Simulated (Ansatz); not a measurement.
Ansatz (a first-principles code) input:

Ansatz 0.2 input:
```yaml
crystal:
  lattice:
    - [5.2291174799, 0.0, 0.0]
    - [0.0, 5.0178471022, 0.0]
    - [0.0, 0.0, 5.0420740915]
  atoms:
    - { symbol: Hf, position: [0.0328845797, 0.2675565433, 0.2423194151] }
    - { symbol: Hf, position: [0.9671154203, 0.7324434567, 0.7423194151] }
    - { symbol: Hf, position: [0.4671154203, 0.2675565433, 0.7423194151] }
    - { symbol: Hf, position: [0.5328845797, 0.7324434567, 0.2423194151] }
    - { symbol: O, position: [0.3680112052, 0.0717455928, 0.3798783668] }
    - { symbol: O, position: [0.6319887948, 0.9282544072, 0.8798783668] }
    - { symbol: O, position: [0.1319887948, 0.0717455928, 0.8798783668] }
    - { symbol: O, position: [0.8680112052, 0.9282544072, 0.3798783668] }
    - { symbol: O, position: [0.7340383348, 0.4596706758, 0.4908022183] }
    - { symbol: O, position: [0.2659616652, 0.5403293242, 0.9908022183] }
    - { symbol: O, position: [0.7659616652, 0.4596706758, 0.9908022183] }
    - { symbol: O, position: [0.2340383348, 0.5403293242, 0.4908022183] }
kpoints:
  mp_grid: { grid: [6, 6, 6] }
hamiltonian:
  xc: pbesol
  pseudopotentials: { azcp: { folder: ./paw }, kind: paw }
scf:
  occupations: { method: fixed }
dielectric: {}
```

Output (shortened):

```
Pseudopotential: Hf, paw, valence charge 26
Pseudopotential: O, paw, valence charge 6
Functional definition: PBEsol
Crystal: 12 atoms, lattice volume = 132.299 Å³
Basis set: ecut = 420 eV, 2597 PW (Γ), exchange–correlation on 72×72×72 points (8 copies of the dense FFT grid, shifted against one another)
Bands: 92, of which v1, the nominal top of the filled ones, is band 76 counted from 1 (75 counted from 0)
Symmetry: 4 space group operations
k-points: 112 of 216 (irreducible under 1 space group operation, time reversal used)
SCF iter   1: F=—  HF=-66906.729758 eV  |F-HF|=—  |Δ(HF+E_count)|=         —  Δρ=9.36e-2  dr2=8.94e0  ethr=3.10e-3  ⟨swp⟩=4.1  Hψ=28413  notcnv=0  defer=1193
preconditioner: auto → Resta (q_TF=auto, 2.792 Å⁻¹)
SCF iter   2: F=—  HF=-66904.689111 eV  |F-HF|=—  |Δ(HF+E_count)|=    2.04e0  Δρ=4.22e-2  dr2=2.02e0  ethr=3.10e-3  ⟨swp⟩=2.2  Hψ=20677  notcnv=0  defer=1106
SCF iter   3: F=—  HF=-66904.128212 eV  |F-HF|=—  |Δ(HF+E_count)|=   5.61e-1  Δρ=2.21e-2  dr2=5.86e-1  ethr=1.33e-3  ⟨swp⟩=2.0  Hψ=15628  notcnv=0  defer=1545
SCF iter   4: F=—  HF=-66903.996302 eV  |F-HF|=—  |Δ(HF+E_count)|=   1.32e-1  Δρ=7.87e-3  dr2=4.93e-2  ethr=3.86e-4  ⟨swp⟩=2.2  Hψ=18161  notcnv=0  defer=1511
SCF iter   5: F=—  HF=-66904.024679 eV  |F-HF|=—  |Δ(HF+E_count)|=   2.84e-2  Δρ=3.49e-3  dr2=1.71e-2  ethr=3.24e-5  ⟨swp⟩=2.0  Hψ=16363  notcnv=0  defer=1556
SCF iter   6: F=—  HF=-66904.015834 eV  |F-HF|=—  |Δ(HF+E_count)|=   8.84e-3  Δρ=7.15e-4  dr2=6.07e-4  ethr=1.12e-5  ⟨swp⟩=2.0  Hψ=17991  notcnv=0  defer=1564
SCF iter   7: F=—  HF=-66904.016787 eV  |F-HF|=—  |Δ(HF+E_count)|=   9.53e-4  Δρ=4.16e-4  dr2=1.77e-4  ethr=3.99e-7  ⟨swp⟩=2.0  Hψ=17902  notcnv=0  defer=1458
SCF iter   8: F=—  HF=-66904.016813 eV  |F-HF|=—  |Δ(HF+E_count)|=   2.66e-5  Δρ=1.72e-4  dr2=3.11e-5  ethr=1.16e-7  ⟨swp⟩=2.0  Hψ=15992  notcnv=0  defer=1054
SCF iter  13: F=-66904.016801 eV  HF=-66904.016801 eV  |F-HF|=4.37e-11  |Δ(HF+E_count)|=  8.73e-11  Δρ=2.14e-7  dr2=4.94e-11  ethr=1.00e-12  ⟨swp⟩=11.5  Hψ=45687  notcnv=0
SCF 1 converged in 13 iterations: F = -66904.016801 eV  dr2 = 4.94e-11
DFPT response loops at Γ: preconditioner auto → Resta (q_TF=auto, 2.792 Å⁻¹)  ε∞=3.7 (no band partly filled) …
SCF converged after 13 iterations
Free energy (F): -66904.016801 eV
Harris-Foulkes:  -66904.016801 eV  (|F-HF|=4.37e-11)
Internal energy: -66904.016801 eV  (E = F + TS)
E sigma→0 (E₀):  -66904.016801 eV
Fermi energy:    13.754191 eV
--- Per-component energies (eV) ---
  E_band       = -47.070595
  E_kinetic    = 2971.074177
  E_local      = -28405.908093  (includes V_loc(G=0)·N_el)
  E_nonlocal   = 705.476505
  E_hartree    = 13519.737039
  E_xc         = -1623.740998
  E_vxc        = -1744.389015  (∫ρ·V_xc dr)
  E_paw        = -31572.651908  (= ΣΔE_a)
  E_vpaw       = -612.804874  (= ΣTr[D̂ρ^β])
  E_aug_tail   = 0.006465  (compensation charges beyond the density's cutoff)
  E_ewald      = -22503.296515
  E_core_change = 5.286528  (= ΣΔE_core)
  E_smearing   =  0.000000  (= −TS)
  E_closure    =  0.000000  (closes the sum)
  Σ components = -66904.016801   (vs F -66904.016801, Δ=0.00e0)
  [band-id]    e_kinetic+e_local+e_nonlocal+2·e_hartree+e_vxc+e_vpaw+e_augmentation_tail = -47.070758   (vs E_band -47.070595, Δ=-1.63e-4)
--- Band table (eV; the first three rows and the last of 112) ---
  k-point 0: bands = ["-46.5699", "-46.5492", "-46.5489", "-46.5470", "-15.6568", "-15.6344", "-15.6294", "-15.3571", "-15.3134", "-15.2986", "-15.2833", "-15.2721", "-15.2626", "-15.1565", "-15.1418", "-15.1418", "-4.4420", "-3.0051", "-2.7816", "-2.7770", …
  k-point 1: bands = ["-46.5683", "-46.5491", "-46.5489", "-46.5485", "-15.6294", "-15.6161", "-15.6132", "-15.3854", "-15.3080", "-15.3047", "-15.3033", "-15.2720", "-15.2429", "-15.1700", "-15.1643", "-15.1498", "-4.3193", "-2.9861", "-2.8122", "-2.7932", …
  k-point 2: bands = ["-46.5641", "-46.5527", "-46.5491", "-46.5489", "-15.5780", "-15.5565", "-15.5561", "-15.4504", "-15.3603", "-15.3070", "-15.2954", "-15.2930", "-15.2239", "-15.2069", "-15.1844", "-15.1702", "-3.9813", "-3.0576", "-2.9372", "-2.8267", …
  k-point 111: bands = ["-46.5537", "-46.5537", "-46.5537", "-46.5537", "-15.6341", "-15.6341", "-15.6341", "-15.6341", "-15.2206", "-15.2206", "-15.2206", "-15.2206", "-15.1894", "-15.1894", "-15.1894", "-15.1894", "-3.2881", "-3.2881", "-3.2881", "-3.2881", …
--- Dielectric response (ions clamped): 3 representative field directions + reference, on 112 of 216 k-points (Σ response iterations 33) ---
  ε∞ (high-frequency dielectric tensor):
        5.054085     0.000000     0.000000
        0.000000     5.298057     0.000000
        0.000000     0.000000     5.050625
  Born effective charges Z* (e; rows j = field, columns β = displacement):
    site 0:
         5.18420   -0.01277   -0.04081
        -0.36176    5.49650   -0.14326
         0.04000   -0.22555    5.00840
    site 1:
         5.18420   -0.01277    0.04081
        -0.36176    5.49650    0.14326
        -0.04000    0.22555    5.00840
    site 2:
         5.18420    0.01277    0.04081
         0.36176    5.49650   -0.14326
        -0.04000   -0.22555    5.00840
    site 3:
         5.18420    0.01277   -0.04081
         0.36176    5.49650    0.14326
         0.04000    0.22555    5.00840
    site 4:
        -2.49635    0.97063   -0.31415
         0.77164   -2.96428   -0.70877
        -0.32405   -0.65365   -2.49226
    site 5:
        -2.49635    0.97063    0.31415
         0.77164   -2.96428    0.70877
         0.32405    0.65365   -2.49226
    site 6:
        -2.49635   -0.97063    0.31415
        -0.77164   -2.96428   -0.70877
         0.32405   -0.65365   -2.49226
    site 7:
        -2.49635   -0.97063   -0.31415
        -0.77164   -2.96428    0.70877
        -0.32405    0.65365   -2.49226
    site 8:
        -2.68785   -0.15114    0.25283
        -0.08841   -2.53221    0.19366
         0.28671    0.14372   -2.51614
    site 9:
        -2.68785   -0.15114   -0.25283
        -0.08841   -2.53221   -0.19366
        -0.28671   -0.14372   -2.51614
    site 10:
        -2.68785    0.15114   -0.25283
         0.08841   -2.53221    0.19366
        -0.28671    0.14372   -2.51614
    site 11:
        -2.68785    0.15114    0.25283
         0.08841   -2.53221   -0.19366
         0.28671   -0.14372   -2.51614
  Z* charge neutrality: 2.843e-5 e pre-enforcement
  k-mesh period / interband length: 30.1 Å / 1.46 Å = 20.56 at k = (0.0000, 0.0000, 0.0000), direct gap 4.849 eV — 14 or more, which is no proof of convergence
```

Cost: very roughly 15 core-minutes on shared cores.

Space group Pca2_1. Symmetry was held in the PBEsol relaxation. The run is not spin-polarised. Scalar-relativistic: spin–orbit coupling is off unless named, which matters more the heavier the elements.

Potentials: the earlier of the program's two PAW sets. The files were generated under PBE; for other functionals the program regenerates the frozen cores, and for LDA and PBEsol the local potential too.

Ansatz is a plane-wave DFT program.
